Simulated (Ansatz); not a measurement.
**YSi2Hg2: input and output**

input.yaml (Ansatz 0.2.0)

```yaml
crystal:
  lattice:
    - [0.0, 4.563578, 0.0]
    - [4.563578, 0.0, 0.0]
    - [2.281789, 2.281789, -5.195584]
  atoms:
    - { symbol: "Y", position: [0.0, 0.0, 0.0] }
    - { symbol: Si, position: [0.378, 0.378, 0.244] }
    - { symbol: Si, position: [0.622, 0.622, 0.756] }
    - { symbol: Hg, position: [0.75, 0.25, 0.5] }
    - { symbol: Hg, position: [0.25, 0.75, 0.5] }
  symmetry: { tolerance: 0.0003 }
kpoints:
  mp_grid: { grid: [6, 6, 6], shift: [0, 0, 0] }
  band_path:
    path:
      - [0.0, 0.0, 0.0]
      - [0.5, 0.5, 0.5]
      - [0.5, 0.5, 0.25]
      - [0.0, 0.5, 0.0]
      - [0.0, 0.0, 0.0]
      - [0.0, 0.0, -0.5]
      - [0.0, 0.4035611, -0.29821945]
      - [0.0, 0.5964389, 0.29821945]
      - [0.0, 0.0, 0.0]
      - [0.5, 0.5, 0.5]
      - [0.4035611, 0.5964389, 0.5]
    npoints: 6
magnetization:
  spin_polarized: false
scf:
  occupations: { method: gaussian, width: 0.0106 }
  lower_state_search: "off"
  max_iter: 200
hamiltonian:
  pseudopotentials: { kind: paw }
  xc: pbe
basis:
  ecutwfc: 420
  fft_grid_basis: typed
output:
  forces: true
  stress: true
  eigenvalues: true
  bader: true
  populations: true
  elf: true
  write_potential: true
  volumetric_format: npy
  dos:
    e_range: [-12, 8]
    de: 0.05
    projected: { site_lists: { Hg: [Hg], Si: [Si], "Y": ["Y"] } }
checkpoint:
  read: saved_state
```

The run starts from an earlier solution of this cell. 

Parts of the output:

```
SCF iter   1: F=—  Δρ=2.25e-3  dr2=9.26e-3
SCF iter   2: F=—  Δρ=1.30e-3  dr2=3.42e-3
SCF iter   3: F=—  Δρ=2.03e-4  dr2=1.01e-4
SCF iter   4: F=—  Δρ=7.58e-5  dr2=8.51e-6
SCF iter   5: F=—  Δρ=2.11e-5  dr2=5.43e-7
SCF iter   6: F=-32746.7996 eV  Δρ=5.74e-6  dr2=8.25e-8
Free energy (F): -32746.7996 eV
Harris-Foulkes:  -32746.7996 eV  (|F-HF|=5.69e-8)
Internal energy: -32746.7989 eV  (E = F + TS)
E sigma→0 (E₀):  -32746.7992 eV
Entropy (-TS):   -0.0007 eV (-0.133 meV/atom)
Fermi energy:    13.0260 eV
--- Per-component energies (eV) ---
  E_band       = -941.2357
  E_kinetic    = 1591.5737
  E_local      = -7215.2712  (includes V_loc(G=0)·N_el)
  E_nonlocal   = 240.0182
  E_hartree    = 3098.8693
  E_xc         = -727.1277
  E_vxc        = -820.8726  (∫ρ·V_xc dr)
  E_paw        = -23735.3316  (= ΣΔE_a)
  E_vpaw       = -934.4442  (= ΣTr[D̂ρ^β])
  E_aug_tail   = 0.0019  (compensation charges beyond the density's cutoff)
  E_ewald      = -5999.5314
  E_smearing   = -0.0007  (= −TS)
--- Stress (GPa, compression-positive) ---
        2.3129       0.0000       0.0000
        0.0000       2.3129       0.0000
        0.0000       0.0000      -1.4675
  P = ⅓ Tr σ = 1.0528 GPa (10.528 kbar)
--- Bader charges: 5 sites ---
  site symbol  charge [e]  shift [e]
     0      Y      1.6328     0.0000
     1     Si     -0.1765     0.0015
     2     Si     -0.1765     0.0015
     3     Hg     -0.6399     0.0015
     4     Hg     -0.6399     0.0015
```

Origin: a known structure type with other elements, at an estimated volume, so it need not be a known compound. Caveats: atoms or cell far from equilibrium.
